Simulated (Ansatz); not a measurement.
TaP:
```
CELL_PARAMETERS angstrom
     -1.64565     1.64565     5.60334
      1.64565    -1.64565     5.60334
      1.64565     1.64565    -5.60334
ATOMIC_POSITIONS crystal
  Ta 0.99933 0.49933 0.50000
  Ta 0.24933 0.24933 0.00000
  P  0.41667 0.91667 0.50000
  P  0.66667 0.66667 0.00000
```

Relaxed with LDA. Special points in fractions of this cell's reciprocal vectors: Γ (0.000, 0.000, 0.000); X (0.000, 0.000, 0.500); P (0.250, 0.250, 0.250); N (0.000, 0.500, 0.000); M (0.500, 0.500, -0.500); S (0.272, 0.728, -0.272); S0 (-0.272, 0.272, 0.272); R (-0.043, 0.043, 0.500); G (0.500, 0.500, -0.043).

Q: List the band energies nearest the Fermi level at these points for DFT-LDA in the program Ansatz with PAW potentials.

A: In eV from the Fermi level; about four levels below and three above (degenerate sets whole), none deeper than 8.9 eV; points with the same levels are listed once.

```tsv
k	below	above
Γ	-2.55 -2.55 -2.03 -1.61 -1.61	1.04 2.06 2.71
X	-3.23 -3.23 -0.96 -0.96	3.60 3.60 3.80 3.80
P	-3.27 -3.27 -0.95 -0.95	3.62 3.62 3.80 3.80
N	-2.61 -2.33 -1.79 -0.21	0.11 1.57 2.69
M	-3.06 -3.06 -0.81 -0.81	1.51 1.51 2.93 2.93
S	-2.58 -2.58 -1.85 -0.18	0.13 2.03 2.63
R	-3.20 -3.20 -1.00 -1.00	3.34 3.34 3.70 3.70
```

Space group I4_1md. The first step of the workflow began from a Materials Project structure, measured or hypothetical; the Crystallography Open Database copy checked does not list it. COD files the formula under space group No. 141. Whether it is the stable phase at ambient conditions was not checked. Symmetry was held in the LDA relaxation; its stability against distortions is not shown here. The run is not spin-polarised. A small band overlap can be real or an error of a semilocal functional. The Fermi level of a semimetal is unsure by some 0.05 eV on such meshes. Scalar-relativistic: spin–orbit coupling is off unless named, which matters more the heavier the elements.

Potentials: the earlier of the program's two PAW sets. The files were generated under PBE; for other functionals the program regenerates the frozen cores, and for LDA and PBEsol the local potential too.
